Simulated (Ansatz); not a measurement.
Level: PBEsol, no spin polarisation; 420 eV; 5×5×7 Γ-centred mesh; methfessel-paxton occupations (width 0.0307 eV); Ansatz 0.2.0, fixed geometry.

Computed maps in the lattice plane spanned by a (left to right, 5.86 Å, 18 points from zero) and b (bottom to top, 5.45 Å, 17 points from zero), 90° apart, at height 0.250 along c. The fields are smooth PAW ones with compensation charges, not the true ones near nuclei.

Valence density. Digits on a logarithmic scale: 0 up to 0.03 e/Å³, each further digit a factor of 1.6, 9 from 1.3 e/Å³ up:
```
589999742112223344
668998532212224577
976665322222235899
985433332222236999
985345543333346999
964478875433335899
644699997543334577
334899998543333344
224899998544322222
123699997565432211
223468876898642222
222344557999963222
333333358999963323
345665447999963333
468998545899743333
589999743555433334
589999842233222334
```

**Question.** The cell is CaF. Which atoms lie within 0.2 Å of this plane, and where (fractions of a and b)?

**Answer.** Ca at (0.19, 0.00), Ca at (0.31, 0.50), F at (0.57, 0.23), F at (0.93, 0.73). The whole cell:
```xyz
8
Lattice="5.8589 0.0000 0.0000 0.0000 5.4477 0.0000 0.0000 0.0000 3.4667" Properties=species:S:1:pos:R:3 pbc="T T T"
Ca    1.1073    0.0109    0.8667
Ca    4.7515    5.4368    2.6001
Ca    4.0368    2.7130    2.6001
Ca    1.8221    2.7348    0.8667
F     3.3513    1.2584    0.8667
F     2.5076    4.1893    2.6001
F     0.4218    1.4654    2.6001
F     5.4370    3.9823    0.8667
```

Origin: a known structure type with other elements, at an estimated volume, so it need not be a known compound. Caveats: many states at the Fermi level without spin polarisation, so a magnetic state may lie lower; atoms or cell far from equilibrium.
